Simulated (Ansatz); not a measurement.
This log comes from Ansatz, run on SiO2 on the sites of the rutile structure (relaxed group P4_2/mnm). The geometry is the r2SCAN minimum.

The cell given to it:
```cif
data_structure
_symmetry_space_group_name_H-M 'P 1'
_symmetry_Int_Tables_number 1
_cell_length_a 4.1852
_cell_length_b 4.1852
_cell_length_c 2.6688
_cell_angle_alpha 90.000
_cell_angle_beta 90.000
_cell_angle_gamma 90.000
_cell_volume 46.75
loop_
_atom_site_label
_atom_site_type_symbol
_atom_site_fract_x
_atom_site_fract_y
_atom_site_fract_z
_atom_site_occupancy
Si1 Si 0.50000 0.50000 0.50000 1
Si2 Si 0.00000 0.00000 0.00000 1
O1 O 0.19390 0.80610 0.50000 1
O2 O 0.80610 0.19390 0.50000 1
O3 O 0.30610 0.30610 0.00000 1
O4 O 0.69390 0.69390 0.00000 1
```

The log, with set-up remarks and timings taken out:
```
Pseudopotential: Si, paw, valence charge 4, recommended cutoff 500 eV (meta_gga)
Pseudopotential: O, paw, valence charge 6, recommended cutoff 500 eV (meta_gga)
Functional definition: r2SCAN
Crystal: 6 atoms, lattice volume = 46.747 Å³
Basis set: ecut = 500 eV, 1177 PW (Γ)
Bands: 22, of which v1, the nominal top of the filled ones, is band 16 counted from 1 (15 counted from 0)
Symmetry: 16 space group operations
k-points: 104 of 288 (irreducible under 2 space group operations, time reversal used)
Free energy (F): -3559.337034 eV
Fermi energy:    10.117306 eV
--- Dielectric response (ions clamped): 3 representative field directions + reference, inside a basis on a mesh of 288 k-points ---
  ε∞ (high-frequency dielectric tensor):
        3.201305     0.000000     0.000000
        0.000000     3.201305     0.000000
        0.000000     0.000000     3.368158
  Born effective charges Z* (e; rows j = field, columns β = displacement):
    site 0:
         3.83447   -0.36140    0.00000
        -0.36140    3.83447    0.00000
         0.00000    0.00000    4.07777
    site 1:
         3.83447    0.36140    0.00000
         0.36140    3.83447    0.00000
         0.00000    0.00000    4.07777
    site 2:
        -1.91724    0.57503    0.00000
         0.57503   -1.91724    0.00000
         0.00000    0.00000   -2.03889
    site 3:
        -1.91724    0.57503    0.00000
         0.57503   -1.91724    0.00000
         0.00000    0.00000   -2.03889
    site 4:
        -1.91724   -0.57503    0.00000
        -0.57503   -1.91724    0.00000
         0.00000    0.00000   -2.03889
    site 5:
        -1.91724   -0.57503    0.00000
        -0.57503   -1.91724    0.00000
         0.00000    0.00000   -2.03889
  ε∞ is read to err by 9.2e-3, Z* by 1.4e-2 e
```

Problem. Which of these blocks stood in the input: relax, gw, phonons, dielectric, magnetization (spin_orbit)?

Solution. dielectric. A response with clamped ions alone is the dielectric block.

Problem. Which k mesh was typed?

Solution. 6×6×8, Γ-centred. This is one of several that fit.

Problem. How were the bands filled?

Solution. Fixed occupations.

It took 15 s on 1 × NVIDIA H100 80GB HBM3 with 2 threads of AMD EPYC 7R13 Processor (Zen 3), on a shared host, load about 3.3 per core; peak host memory 1.6 GiB.

The values are computed, spin-unpolarised, and not measurements.

For a response run the program warns that the ground state's bands aren't all converged, so ε∞ carries an extra error.
